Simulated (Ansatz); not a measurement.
Computed map of one atom of the cell: Al (fcc, Cu type)

Al (fcc, Cu type)

```
Al
1.0
    3.99199     0.00000     0.00000
    0.00000     3.99199     0.00000
    0.00000     0.00000     3.99199
Al
4
Cartesian
  0.00000   0.00000   0.00000
  1.99599   1.99599   0.00000
  1.99599   0.00000   1.99599
  0.00000   1.99599   1.99599
```

Two-dimensional scan of atom 3 (Al, nearest neighbour Al at 2.823 Å; its periodic images, 4.0 Å or more away, move with it): u runs along (0.707, 0.707, 0.000), v along (0.000, 0.000, 1.000) (Cartesian). Cell and other atoms are fixed.

These are r2SCAN (plane waves to 500 eV, PAW, scalar-relativistic; Ansatz, an electronic-structure program) values and carry that method's errors. k mesh 9×9×9 (Γ-centred), Fermi-Dirac smearing 0.05 eV. E stands for the smeared free energy. With partly filled bands, energies and forces of such displacements shift with the k mesh and the smearing. Fu and Fv are the components of the force on the atom. On this mesh the relaxed cell isn't quite at rest: it carries a pressure of 0.3 GPa (compression positive) at the zero of the scan. Al was relaxed with its symmetry unable to fall. ΔE is measured from the undisplaced structure. Axes are in Å.

ΔE (eV/cell), with u across and v down:

```csv
v \ u,-0.420,-0.210,0.000,0.210,0.420
-0.420,1.197,0.668,0.498,0.668,1.197
-0.210,0.699,0.257,0.122,0.257,0.699
0.000,0.538,0.124,0.000,0.124,0.538
0.210,0.699,0.257,0.122,0.257,0.699
0.420,1.197,0.668,0.498,0.668,1.197
```

Fu (eV/Å), with u across and v down:

| v \ u | -0.420 | -0.210 | 0.000 | 0.210 | 0.420 |
|---|---|---|---|---|---|
| -0.420 | 3.47 | 1.63 | 0.00 | -1.63 | -3.47 |
| -0.210 | 2.98 | 1.32 | 0.00 | -1.32 | -2.98 |
| 0.000 | 2.83 | 1.21 | 0.00 | -1.21 | -2.83 |
| 0.210 | 2.98 | 1.32 | 0.00 | -1.32 | -2.98 |
| 0.420 | 3.47 | 1.63 | 0.00 | -1.63 | -3.47 |

Derived quantities:

Principal force constants in the plane (five-point differences of the forces): 5.5 eV/Å², isotropic
Centre of the map: a minimum
Lowest place on the grid: u = 0.000 Å, v = 0.000 Å (0 meV/cell)
Highest place on the grid, met at several equal points: u = -0.420 Å, v = -0.420 Å; u = 0.420 Å, v = -0.420 Å; u = -0.420 Å, v = 0.420 Å; u = 0.420 Å, v = 0.420 Å (1197 meV/cell)

The 25 points together took very roughly 8 core-minutes.

(A displaced cell: forces are minus the slopes of the energy, force constants its curvatures, and phonons follow from these.)
